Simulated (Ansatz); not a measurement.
This Mg5Te structure is the end of a relaxation. The cell was found from a structure generator's guess, not taken from experiment.

All numbers below come from Ansatz, DFT PBE, scalar-relativistic, plane waves, PAW. Cutoff 420 eV, Γ-centred mesh, Gaussian smearing, no spin polarisation.

```
CELL_PARAMETERS angstrom
-3.01312 3.01312 4.63921
3.01312 -3.01312 4.63921
3.01312 3.01312 -4.63921
ATOMIC_POSITIONS crystal
Mg 0.50000 0.50000 0.00000
Mg 0.50000 0.50000 0.50000
Mg 0.00000 0.50000 0.00000
Mg 0.50000 0.00000 0.00000
Mg 0.00000 0.00000 0.50000
Te 0.00000 0.00000 0.00000
```

The zero of energy is the elements' standard structures at the same level; no fitted shifts are applied.

Question: What space group does it have?

Answer: I4/mmm (No. 139). Conventional cell: a = 6.026 Å, c = 9.278 Å. Around Mg on a site of symmetry 4/mmm lie 8 Mg at 3.15 Å; around Mg on a site of symmetry 2/m lie 6 Mg at 3.01–3.15 Å and 2 Te at 3.15 Å; Te has 8 Mg at 3.15 Å.

Question: How far does it lie from the elements in energy?

Answer: +0.06 eV/atom. A positive value: parting into the elements would lower its energy.

Question: Is it a metal?

Answer: Yes, bands cross the Fermi level on the 10×10×10 mesh.

The last run used a 10×10×10 mesh for its 6-atom cell and Gaussian smearing of 0.10 eV. Spin–orbit coupling, which can matter for Te, is left out. The reference form of Te is held partly by dispersion forces, which this level lacks. A structure relaxed within its symmetry needn't be a true minimum.
